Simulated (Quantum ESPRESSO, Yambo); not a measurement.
BP (wurtzite, space group P6_3mc, No. 186). Cell and atoms were relaxed with LDA from Materials Project entry mp-1008559, within its symmetry. Chain: LDA (pw.x of Quantum ESPRESSO, ONCV potentials, no spin-orbit coupling); G0W0 in Yambo (6×6×4 Γ-centred k mesh, 84 bands and a 8 Ry block in the screening, 84 bands in G with the Bruneval-Gonze terminator, plasmon pole fitted at 27.2 eV); BSE (9×9×6 mesh, 5 valence and 4 conduction bands, static screening with 24 bands and a 4 Ry block, scissor 0.83 eV, Tamm-Dancoff).

```yaml
LDA gap (dense path): 0.80 eV
LDA gap Γ → K on the GW mesh: 0.80 eV
LDA smallest direct gap on the GW mesh, at Γ: 2.74 eV
G0W0 direct gap at that point: 3.57 eV
G0W0 correction to the gap Γ → K: 0.82 eV
lowest_exciton: no binding energy given (see below)
```

Rough cost of the Yambo steps against G0W0 for 4 states: BSE within a factor of two.

Nearest settings tried, and what they do to the gap: 65 bands in W, 65 bands in G: -3 meV; 6 Ry block (85 vectors against 135): -117 meV; 6×6×2 mesh: +9 meV. So the settings aren't converged at that level. The BSE states are vertical excitations (zero momentum); the indirect quasiparticle gap, about 1.62 eV, is smaller than the direct one (3.57 eV on the GW mesh). The lowest state covers only about 1 of the 486 k points, so the mesh doesn't resolve it: its energy and its distance from the direct gap are mesh artefacts. An extended exciton needs a far denser mesh. Axes are Cartesian, with cell vectors (Å) (3.16, 0.00, 0.00), (-1.58, 2.73, 0.00), (0.00, 0.00, 5.24).

This is not the ordinary phase of the substance; no match was found in the copy of COD used, and its stability was not checked.
